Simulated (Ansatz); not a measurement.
input.yaml (Ansatz)

```yaml
crystal:
  lattice:
    - [2.902996637, 0.0, 0.0]
    - [-1.4514983185, 2.5140688348, 0.0]
    - [0.0, 0.0, 9.6148480234]
  atoms:
    - { symbol: Al, position: [1.0, 0.0, 1.0] }
    - { symbol: Al, position: [1.0, 0.0, 0.5] }
    - { symbol: Al, position: [0.3333333333, 0.6666666667, 0.25] }
    - { symbol: Al, position: [0.6666666667, 0.3333333333, 0.75] }
hamiltonian:
  xc: pbesol
  pseudopotentials:
    kind: paw
    azcp:
      Al: "pseudopotentials/Al.paw.azcp"
basis:
  ecutwfc: 420
  fft_grid_basis: typed
kpoints:
  mp_grid: { grid: [14, 14, 4], shift: [0, 0, 0] }
magnetization:
  spin_polarized: false
scf:
  occupations: { method: fermi_dirac, width: 0.1 }
  lower_state_search: "off"
output:
  stress: true
  write_density: true
  write_potential: true
  elf: true
  volumetric_format: npy
```

and its output:

```
Warning: the record states the generating functional pbe (its physics header spells it `PBE`), which answers neither for hamiltonian.xc's functional nor for the pbesol family's — results may be inconsistent (PPs are generated against a specific XC)
Engine: ansatz 0.2.0, aarch64-unknown-linux-gnu
Pseudopotentials: kind: paw
Pseudopotential: Al, paw, valence charge 3, recommended cutoff 420 eV (normal) 
Functional definition: PBEsol
  exchange = pbesol_x
  correlation = pbesol_c
Crystal: 4 atoms, lattice volume = 70.172 Å³
Basis set: ecut = 420 eV, 1377 PW (Γ)
Bands: 10, of which v1, the nominal top of the filled ones, is band 6 counted from 1 (5 counted from 0)
Symmetry: 24 space group operations
Space group: P63/mmc (ITA 194), of the structure as read, at distance tolerance 4.1e-5 Å
k-points: 72 of 784
Non-local potential: Al, projectors of the file, l = 0: 2, l = 1: 2, l = 2: 1
PAW form: soft (Blöchl's): semilocal exchange-correlation on the pseudo side does not see the compensation charge
PAW frozen core: Al, regenerated for the run's functional, and the local potential with it (the file was generated under x = pbe(κ = 0.804, μ = 0.2195149727645171), c = pbe(β = 0.06672455060314922))
PAW one-centre angular grid: Al, 110 points (default); XC on 64 Gauss nodes
Initial density: superposition of atomic densities (neutral atoms: chi_scale 0, normalization atom), corrected by the library's trained network
Initial wavefunctions: pseudopotential atomic-orbital guess
Functional: x = pbesol(κ = 0.804, μ = 0.12345679012345678), c = pbesol(β = 0.046)
SCF iter   1: F=—  HF=-2098.071700 eV  |F-HF|=—  |Δ(HF+E_count)|=         —  Δρ=9.79e-4  dr2=5.62e-4  ethr=1.77e-3  ⟨swp⟩=6.8  Hψ=13545  notcnv=0  defer=14
automatic band count: the SCF goes on with 14 bands, as 10 were too few: the levels above may hold too much charge
SCF iter   2: F=—  HF=-2098.071657 eV  |F-HF|=—  |Δ(HF+E_count)|=   4.27e-5  Δρ=5.96e-4  dr2=2.22e-4  ethr=4.68e-6  ⟨swp⟩=1.6  Hψ=1677  notcnv=0  defer=19
SCF iter   3: F=—  HF=-2098.071639 eV  |F-HF|=—  |Δ(HF+E_count)|=   1.83e-5  Δρ=6.47e-5  dr2=8.51e-6  ethr=1.85e-6  ⟨swp⟩=1.8  Hψ=1209  notcnv=0  defer=19
SCF iter   4: F=—  HF=-2098.071636 eV  |F-HF|=—  |Δ(HF+E_count)|=   3.16e-6  Δρ=1.82e-5  dr2=5.50e-7  ethr=7.10e-8  ⟨swp⟩=2.1  Hψ=1186  notcnv=0  defer=19
iter 5 did not close the SCF: its close was put off for the readings that it lacked (scf_convergence_deferred on its scf_iter line)
SCF iter   5: F=-2098.071636 eV  HF=-2098.071636 eV  |F-HF|=7.22e-9  |Δ(HF+E_count)|=   1.73e-7  Δρ=3.27e-6  dr2=1.24e-8  ethr=4.59e-9  ⟨swp⟩=2.2  Hψ=1215  notcnv=0  defer=19
SCF iter   6: F=-2098.071636 eV  HF=-2098.071636 eV  |F-HF|=6.23e-11  |Δ(HF+E_count)|=   2.15e-9  Δρ=7.72e-7  dr2=3.75e-10  ethr=1.03e-10  ⟨swp⟩=6.5  Hψ=5142  notcnv=0
SCF 1 converged in 6 iterations: F = -2098.071636 eV  dr2 = 3.75e-10
SCF converged after 6 iterations
Free energy (F): -2098.071636 eV
Harris-Foulkes:  -2098.071636 eV  (|F-HF|=6.23e-11)
Internal energy: -2098.013544 eV  (E = F + TS)
E sigma→0 (E₀):  -2098.042590 eV
Entropy (-TS):   -0.058091 eV (-14.523 meV/atom)
Fermi energy:    7.272493 eV
--- Per-component energies (eV) ---
  E_band       = 36.164435
  E_kinetic    = 87.652305
  E_local      = 35.201294  (includes V_loc(G=0)·N_el)
  E_nonlocal   = 41.143755
  E_hartree    = 0.372335
  E_xc         = -155.953497
  E_vxc        = -114.495230  (∫ρ·V_xc dr)
  E_paw        = -1818.406703  (= ΣΔE_a)
  E_vpaw       = -14.082335  (= ΣTr[D̂ρ^β])
  E_aug_tail   = -0.000010  (compensation charges beyond the density's cutoff)
  E_ewald      = -288.099579
  E_core_change = 0.076556  (= ΣΔE_core)
  E_smearing   = -0.058091  (= −TS)
  E_closure    = 0.000000  (closes the sum)
  Σ components = -2098.071636   (vs F -2098.071636, Δ=0.00e0)
--- Stress (GPa, compression-positive) ---
       -5.502691       0.000000       0.000000
        0.000000      -5.502691       0.000000
        0.000000       0.000000      -4.818317
  P = ⅓ Tr σ = -5.2746 GPa (-52.746 kbar)
--- Band table (eV; the first three rows and the last of 72) ---
  k-point 0: bands = ["-3.4453", "-1.8567", "-1.8511", "2.8002", "2.8480", "10.3152", "10.3238", "17.6131", "17.6131", "17.8430", "17.8430", "18.8463", "18.8463", "18.9779"]
  k-point 1: bands = ["-3.3454", "-2.5481", "-0.9660", "1.3769", "4.4487", "8.2050", "12.5714", "17.2890", "17.6910", "17.6910", "17.9128", "17.9128", "18.3978", "18.3978"]
  k-point 2: bands = ["-3.0459", "-3.0459", "0.1122", "0.1122", "6.2446", "6.2446", "14.9261", "14.9261", "17.9022", "17.9022", "17.9022", "17.9022", "18.2572", "18.2572"]
  k-point 71: bands = ["3.9642", "3.9642", "4.0884", "4.0884", "5.5581", "5.5581", "6.8482", "6.8482", "7.4325", "7.4325", "8.8704", "8.8704", "12.7433", "12.7433"]
```
